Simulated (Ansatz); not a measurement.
KBr (rock salt)

```
KBr
1.0
    0.00000     6.70523     6.70523
    3.35261     0.00000     3.35261
    3.35261     3.35261     0.00000
Br K
2 2
Direct
  0.00000   0.00000   0.00000
  0.50000   0.00000   0.00000
  0.25000   0.50000   0.50000
  0.75000   0.50000   0.50000
```

A phonon eigenvector at L = (0.5, 0.0, 0.0) is frozen into this cell: atom i moves by Q times the vector below, so Q is the largest atomic displacement, in Å. The cell is held. (q is in reciprocal vectors of the primitive cell; the cell shown is doubled to hold the pattern.)

```csv
atom,x,y,z
K3,-0.577,0.577,0.577
K4,0.577,-0.577,-0.577
```

Atoms not listed stay in place.

All values below come from PBE (plane waves to 420 eV, PAW, scalar-relativistic; Ansatz, a quantum-chemistry and plane-wave program). k mesh 9×9×9 (Γ-centred), Fermi-Dirac smearing 0.05 eV. The energy includes the smearing's −TS. KBr was relaxed with its symmetry unable to fall. ΔE is measured from the undisplaced structure.

```tsv
Q (Å)	ΔE (eV/cell)
-0.180	0.0844
-0.120	0.0375
-0.060	0.0094
0.000	0.0000
0.060	0.0094
0.120	0.0375
0.180	0.0844
```

### Question
Which DFPT wavenumber at L = (0.5, 0.0, 0.0) belongs to this mode?
(A) 86 cm⁻¹
(B) 135 cm⁻¹
(C) 63 cm⁻¹

### Answer
B, 135 cm⁻¹. The curvature of the scan gives 135 cm⁻¹

(A displaced cell: forces are minus the slopes of the energy, force constants its curvatures, and phonons follow from these.)
